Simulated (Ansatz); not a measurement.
Task: Name crystals whose computed values (the program Ansatz at the r²SCAN level (PAW)) fall in these windows: gap (eV) 1.1 to 1.5; B₀ by P(V) fit (GPa) 7.9 to 9.8.

Result: 

```json
[
 {"crystal": "Se, trigonal Se type", "gap (eV)": "1.33", "B₀ by P(V) fit (GPa)": "8.6"}
]
```
Others may fit too.

Weakly bound layers, chains or molecules computed without a dispersion correction, so cells and soft constants are ill determined: Se, trigonal Se type. The cell was relaxed under the symmetry of its start. Spin–orbit coupling is left out wherever it is not named.

Potentials: the later of the program's two PAW sets.
